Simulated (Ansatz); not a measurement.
**Spin-resolved density of states of EuSn (Cmcm)**

```yaml
crystal:
  lattice:
    - [2.46528, -5.92102, 0.00000]
    - [2.46528, 5.92102, 0.00000]
    - [0.00000, 0.00000, 4.45639]
  atoms:
    - { symbol: Eu, position: [0.86477, 0.13523, 0.25000] }
    - { symbol: Eu, position: [0.13523, 0.86477, 0.75000] }
    - { symbol: Sn, position: [0.41906, 0.58094, 0.75000] }
    - { symbol: Sn, position: [0.58094, 0.41906, 0.25000] }
```

The geometry is a structure from the Materials Project, held fixed and not relaxed.

Functional, mesh and filling: LDA, 7×7×7 k mesh, Fermi–Dirac smearing of 0.1 eV. LAPW is all-electron LAPW in Ansatz 0.2.0. Site moments are integrated in spheres about the atoms. Start moments (μB): Eu1 6.8, Eu2 6.8.

Problem. Give the density of states by spin, smoothed by a Gaussian of 0.15 eV.

Solution. 
```
E − E_F (eV)  majority (states/eV/cell)  minority (states/eV/cell)
       -7.00                       0.16                       0.07
       -6.70                       0.59                       0.53
       -6.40                       0.43                       0.44
       -6.10                       0.73                       0.50
       -5.80                       0.87                       0.89
       -5.50                       0.48                       0.69
       -5.20                       0.06                       0.20
       -4.90                       0.00                       0.01
       -4.60                       0.00                       0.00
       -4.30                       0.00                       0.00
       -4.00                       0.00                       0.00
       -3.70                       0.17                       0.01
       -3.40                       0.58                       0.17
       -3.10                       0.96                       0.59
       -2.80                       1.17                       0.99
       -2.50                       1.19                       1.20
       -2.20                       1.37                       1.22
       -1.90                       1.50                       1.30
       -1.60                       2.33                       1.41
       -1.30                       2.17                       2.16
       -1.00                       1.27                       1.88
       -0.70                       9.13                       1.14
       -0.40                      33.46                       0.56
       -0.10                       6.03                       0.56
        0.20                       1.59                       0.90
        0.50                       1.50                       1.44
        0.80                       1.18                       1.52
        1.10                       1.17                       1.22
        1.40                       1.16                       1.27
        1.70                       1.47                       1.03
        2.00                       2.16                       1.51
        2.30                       2.74                       1.91
        2.60                       2.45                       2.32
        2.90                       2.15                       2.45
        3.20                       2.89                       2.57
        3.50                       2.33                       4.38
        3.80                       2.56                      12.24
        4.10                       2.96                      25.56
        4.40                       2.87                       8.69
```
Site moments (μB): Eu1 6.87, Eu2 6.87, Sn3 -0.01, Sn4 -0.01. Cell moment 14.14 μB.

Löwdin populations of d and f shells (filled inner shells left out):

```
 shell    up  down
Eu1 5d  0.96  0.69
Eu1 4f  6.79  0.02
Eu2 5d  0.96  0.69
Eu2 4f  6.79  0.02
```

Further occupied bands lie below the window, the nearest with its top at -7.4 eV.

Without U a semilocal functional puts the f levels too near the Fermi level, which can change moments and the order of magnetic states; site and cell moments are spin moments. Spin–orbit coupling is left out although heavy atoms are present. With open f shells a run can end in a state that isn't the lowest. None of this fixes the real material's magnetic order: only patterns that fit the cell were computed, without spin fluctuations and on one mesh and smearing, with a functional that can overstate moments.
